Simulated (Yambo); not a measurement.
WO3 (ReO3 type, space group Pm-3m, No. 221) under isotropic strain of -3 % on all lattice vectors; a = b = c = 3.6811 Å, α = β = γ = 90.00°. With the G0W0 scissor the direct gap on the mesh is 2.89 eV.

Does this run resolve the lowest exciton, and if so, what are its energy and binding? (Yambo, PBEsol bands; 8×8×8 mesh, 6 valence and 3 conduction bands, static screening with 36 bands and a 4 Ry block, scissor 1.11 eV, Tamm-Dancoff.)

No. The lowest state covers only about 2 of the 512 k points, so the mesh doesn't resolve it: its energy and its distance from the direct gap are mesh artefacts. An extended exciton needs a far denser mesh. The scissor comes from a G0W0 run whose convergence isn't established. Without spin-orbit coupling, band edges of such heavy elements can be off by tenths of an eV. The cell is held in this high symmetry; tilts and polar distortions were not searched.

Geometry strained from the cell relaxed with PBEsol, atoms relaxed again.

The structure is a Materials Project entry; no match was found in the copy of COD used, and its stability was not checked.
